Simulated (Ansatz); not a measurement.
With r²SCAN in the plane-wave PAW code Ansatz, BeAlNO in the trigonal phase (P3m1; Al on 1b, Be on 1c, O on 1b, N on 1c) relaxes to a = 2.980 Å, c = 4.650 Å. Al has 4 nearest neighbours from 1.81 Å (tetrahedral); Be has 4 nearest neighbours from 1.66 Å (tetrahedral); O has 4 nearest neighbours from 1.81 Å (tetrahedral); N has 4 nearest neighbours from 1.66 Å (tetrahedral). Against the elements it lies at -2.12 eV/atom, with no fitted shifts.

It is gapped at this level: 5.21 eV (direct). The valence maximum lies at Γ and the conduction minimum at Γ. The screened hybrid HSE06 puts the gap at 6.03 eV. Electrons at the band edge weigh 0.40, 0.40, 0.47 mₑ (principal values).

The bulk modulus is 201 GPa. The relaxed-ion elastic constants in GPa are C11 = 364, C12 = 145, C13 = 101, C14 = -26.1, C33 = 388, C44 = 109. The elastic constants imply a Debye temperature near 968 K. Bader charges are Al +2.51, Be +1.76, O -1.77, N -2.50 e.

The start of the workflow was typed in or built on a structure type; neither database checked (COD, Materials Project) lists it. Whether it is the stable phase at ambient conditions was not checked. The r²SCAN relaxation kept the symmetry of its start; its stability against distortions is not shown here. The references are the lowest solids computed at this level, not always the standard phases (solids in place of the gases).

Potentials: the earlier of the program's two PAW sets. The files were generated under PBE; for other functionals the program regenerates the frozen cores, and for LDA and PBEsol the local potential too.
